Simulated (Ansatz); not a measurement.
**Stiffness of TiRe from strained cells**

```yaml
crystal:
  lattice:
    - [3.11800, 0.00000, 0.00000]
    - [0.00000, 3.11800, 0.00000]
    - [0.00000, 0.00000, 3.11800]
  atoms:
    - { symbol: Ti, position: [0.50000, 0.50000, 0.50000] }
    - { symbol: Re, position: [0.00000, 0.00000, 0.00000] }
```

Atoms are numbered in the order listed.

The cell comes from COD entry 1523516, which wasn't checked; take it as a given geometry.

Spin polarisation is left out, and whether a magnetic state lies lower isn't shown here.

No spin–orbit coupling, which matters for the heavy atoms here.

Theory: Ansatz 0.2.0, DFT, PBEsol, all-electron LAPW, scalar-relativistic.

Settings: a Γ-centred 13×13×13 k mesh, Fermi–Dirac smearing of 0.05 eV, basis error target 1 meV/atom, no spin polarisation.

The unstrained cell is at -7.75 GPa. Large strains and very small stresses are left out. Each strain is applied once, with fractional coordinates held (clamped ions), and σ below is the change of stress, positive in tension. One finite strain gives stress–strain coefficients at this pressure with an error of the order of the strain times third-order constants, a few per cent for each per cent of strain. In a metal the k mesh adds noise of tens of per cent to soft shears.

Q: Estimate the stiffness probed by this change, and the stress that it gives: equal xy, yz and zx engineering shear strains of -1 %.

A: σxy = -0.73 GPa and γxy = 2εxy = -0.0100, so C44 (clamped ions) = σxy/γxy = 73 GPa.

Q: Estimate the stiffness probed by this change, and the stress that it gives: equal xy, yz and zx engineering shear strains of +1 %.

A: σxy = 0.60 GPa and γxy = 2εxy = 0.0100, so C44 (clamped ions) = σxy/γxy = 60 GPa.

Q: The two estimates of C44 (clamped ions) differ. Why, and which value is best?

A: Finite strains add third-order terms, and in a metal the k mesh adds noise; two strains on one mesh can't tell these apart, so neither value is shown to be the better.
